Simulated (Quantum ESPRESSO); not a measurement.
# AlSi2PC4: input and log of a self-consistent run

A calculation, not a measurement. The program is pw.x of Quantum ESPRESSO 7.5 (plane-wave density functional theory). The cell is made up: 8 atoms on a zincblende/diamond lattice, with randomly drawn elements, strain and displacements, not relaxed. PseudoDojo standard norm-conserving files (v0.5 for PBE, v0.4.1 for LDA and PBEsol) set the functional; there is no spin polarisation, spin-orbit coupling or dispersion term, and the masses in the input are unused placeholders.

Input:

```
&control calculation='scf', pseudo_dir='./dojo.nc.sr.pbe.v0_5.standard.upf', outdir='./o', disk_io='medium', tprnfor=.true., tstress=.true. /
&system ibrav=0, nat=8, ntyp=4, nbnd=22, ecutwfc=82.02448710, nosym=.true., tot_charge=0,
 occupations='smearing', smearing='fd', degauss=0.0018374661
/
&electrons conv_thr=7.350e-09, electron_maxstep=60, /
ATOMIC_SPECIES
Al 1.0 Al.upf
C 1.0 C.upf
P 1.0 P.upf
Si 1.0 Si.upf
CELL_PARAMETERS angstrom
4.4102 -0.0179 -0.035
-0.0179 4.3087 -0.0661
-0.035 -0.0661 4.3959
ATOMIC_POSITIONS angstrom
Al -0.079 -0.0544 -0.0309
Si 0.0009 2.0961 2.2634
P 2.1461 -0.0549 2.169
Si 2.3118 2.1471 -0.0885
C 1.0868 1.0975 1.0855
C 0.9627 3.2717 3.2148
C 3.3098 0.9334 3.3515
C 3.3543 3.1578 1.0441
K_POINTS automatic
4 4 4 1 1 1
```

The log is shortened where brackets say so; the opening notice, blank lines, dates and the lines on written files are dropped, and the path of the files is cut. It prints rydbergs, bohrs and kilobars, and counts compression as positive stress.

```
     Program PWSCF v.7.5
     Parallel version (MPI & OpenMP), running on       1 processor cores
     Number of MPI processes:                 1
     Threads/MPI process:                     1
     [start-up lines left out]
     bravais-lattice index     =            0
     lattice parameter (alat)  =       8.3344  a.u.
     unit-cell volume          =     563.5255 (a.u.)^3
     number of atoms/cell      =            8
     number of atomic types    =            4
     number of electrons       =        32.00
     number of Kohn-Sham states=           22
     kinetic-energy cutoff     =      82.0245  Ry
     charge density cutoff     =     328.0979  Ry
     scf convergence threshold =      7.3E-09
     mixing beta               =       0.7000
     number of iterations used =            8  plain     mixing
     Exchange-correlation= PBE
                           (   1   4   3   4   0   0   0)
     [axes and pseudopotential details left out]
   Cartesian axes
     site n.     atom                  positions (alat units)
         1        Al     tau(   1) = (  -0.0179123  -0.0123346  -0.0070062  )
         2        Si     tau(   2) = (   0.0002041   0.4752657   0.5131990  )
         3        P      tau(   3) = (   0.4866026  -0.0124479   0.4917949  )
         4        Si     tau(   4) = (   0.5241731   0.4868293  -0.0200663  )
         5        C      tau(   5) = (   0.2464189   0.2488450   0.2461242  )
         6        C      tau(   6) = (   0.2182807   0.7418190   0.7289176  )
         7        C      tau(   7) = (   0.7504577   0.2116373   0.7599127  )
         8        C      tau(   8) = (   0.7605475   0.7159935   0.2367372  )
     number of k points=    32  Fermi-Dirac smearing, width (Ry)=  0.0018
                       cart. coord. in units 2pi/alat
        k(    1) = (   0.1265533   0.1304450   0.1283807), wk =   0.0625000
        k(    2) = (   0.1285601   0.1343023   0.3792779), wk =   0.0625000
     [further k points left out]
     Dense  grid:    56519 G-vectors     FFT dimensions: (  50,  48,  48)
     Estimated max dynamical RAM per process >      65.61 MB
     Initial potential from superposition of free atoms
     starting charge      31.9960, renormalised to      32.0000
     Starting wfcs are   32 randomized atomic wfcs
     total cpu time spent up to now is        4.8 secs
     per-process dynamical memory:    51.5 Mb
     Self-consistent Calculation
     iteration #  1     ecut=    82.02 Ry     beta= 0.70
     Davidson diagonalization with overlap
     ethr =  1.00E-02,  avg # of iterations =  3.2
     total cpu time spent up to now is       14.7 secs
     total energy              =     -82.70136956 Ry
     estimated scf accuracy    <       1.98957430 Ry
     iteration #  2     ecut=    82.02 Ry     beta= 0.70
     Davidson diagonalization with overlap
     ethr =  6.22E-03,  avg # of iterations =  2.0
     total cpu time spent up to now is       22.2 secs
     total energy              =     -83.26957647 Ry
     estimated scf accuracy    <       1.19123916 Ry
     iteration #  3     ecut=    82.02 Ry     beta= 0.70
     Davidson diagonalization with overlap
     ethr =  3.72E-03,  avg # of iterations =  2.0
     total cpu time spent up to now is       28.6 secs
     total energy              =     -83.47271760 Ry
     estimated scf accuracy    <       0.03894695 Ry
     iteration #  4     ecut=    82.02 Ry     beta= 0.70
     Davidson diagonalization with overlap
     ethr =  1.22E-04,  avg # of iterations =  5.3
     total cpu time spent up to now is       37.4 secs
     total energy              =     -83.48989489 Ry
     estimated scf accuracy    <       0.00299579 Ry
     iteration #  5     ecut=    82.02 Ry     beta= 0.70
     Davidson diagonalization with overlap
     ethr =  9.36E-06,  avg # of iterations =  9.1
     total cpu time spent up to now is       48.1 secs
     total energy              =     -83.49059110 Ry
     estimated scf accuracy    <       0.00139939 Ry
     [iterations 6 to 7 left out]
     iteration #  8     ecut=    82.02 Ry     beta= 0.70
     Davidson diagonalization with overlap
     ethr =  3.97E-08,  avg # of iterations =  3.9
     total cpu time spent up to now is       69.7 secs
     total energy              =     -83.49063854 Ry
     estimated scf accuracy    <       0.00000296 Ry
     iteration #  9     ecut=    82.02 Ry     beta= 0.70
     Davidson diagonalization with overlap
     ethr =  9.25E-09,  avg # of iterations =  2.0
     total cpu time spent up to now is       75.7 secs
     total energy              =     -83.49063886 Ry
     estimated scf accuracy    <       0.00000037 Ry
     iteration # 10     ecut=    82.02 Ry     beta= 0.70
     Davidson diagonalization with overlap
     ethr =  1.15E-09,  avg # of iterations =  2.6
     total cpu time spent up to now is       82.7 secs
     total energy              =     -83.49063895 Ry
     estimated scf accuracy    <       0.00000003 Ry
     iteration # 11     ecut=    82.02 Ry     beta= 0.70
     Davidson diagonalization with overlap
     ethr =  9.07E-11,  avg # of iterations =  3.7
     total cpu time spent up to now is       89.0 secs
     total energy              =     -83.49063896 Ry
     estimated scf accuracy    <       0.00000001 Ry
     iteration # 12     ecut=    82.02 Ry     beta= 0.70
     Davidson diagonalization with overlap
     ethr =  3.36E-11,  avg # of iterations =  2.0
     total cpu time spent up to now is       95.2 secs
     End of self-consistent calculation
     [lines on levels left out]
!    total energy              =     -83.49063896 Ry
     estimated scf accuracy    <          3.9E-10 Ry
     smearing contrib. (-TS)   =      -0.00000000 Ry
     internal energy E=F+TS    =     -83.49063896 Ry
     The total energy is F=E-TS. E is the sum of the following terms:
     one-electron contribution =      21.09923858 Ry
     hartree contribution      =       9.68441385 Ry
     xc contribution           =     -30.21653803 Ry
     ewald contribution        =     -84.05775336 Ry
     convergence has been achieved in  12 iterations
     Forces acting on atoms (cartesian axes, Ry/au):
     atom    1 type  1   force =     0.08330551    0.02194928    0.14119814
     atom    2 type  4   force =    -0.02484178   -0.03114894   -0.07365153
     atom    3 type  3   force =     0.00354466    0.01514932   -0.01099218
     atom    4 type  4   force =    -0.11891156    0.00392338    0.05088303
     atom    5 type  2   force =     0.07136961   -0.01624858    0.03415398
     atom    6 type  2   force =     0.20792093   -0.08075784   -0.05358614
     atom    7 type  2   force =    -0.12547277    0.10164869   -0.18381358
     atom    8 type  2   force =    -0.09691462   -0.01451530    0.09580828
     Total force =     0.435054     Total SCF correction =     0.000022
     Computing stress (Cartesian axis) and pressure
          total   stress  (Ry/bohr**3)                   (kbar)     P=       87.73
   0.00034873  -0.00011872   0.00018791           51.30      -17.46       27.64
  -0.00011872   0.00085326   0.00049481          -17.46      125.52       72.79
   0.00018791   0.00049481   0.00058706           27.64       72.79       86.36
     init_run     :      4.48s CPU      4.64s WALL (       1 calls)
     electrons    :     84.36s CPU     90.47s WALL (       1 calls)
     forces       :      1.50s CPU      1.54s WALL (       1 calls)
     stress       :      6.14s CPU      6.20s WALL (       1 calls)
     [timing details left out]
     PWSCF        :   1m36.69s CPU   1m43.16s WALL
     JOB DONE.
```

In other units: free energy -1135.948 eV for the cell, pressure 8.77 GPa, largest force component 5.346 eV/Å. A rerun of a related cell, with the same atoms placed differently, at 1347 eV and a 6 x 6 x 6 mesh moved values by no more than 0.007 eV in energy, 0.07 GPa in stress and 0.004 eV/Å in force.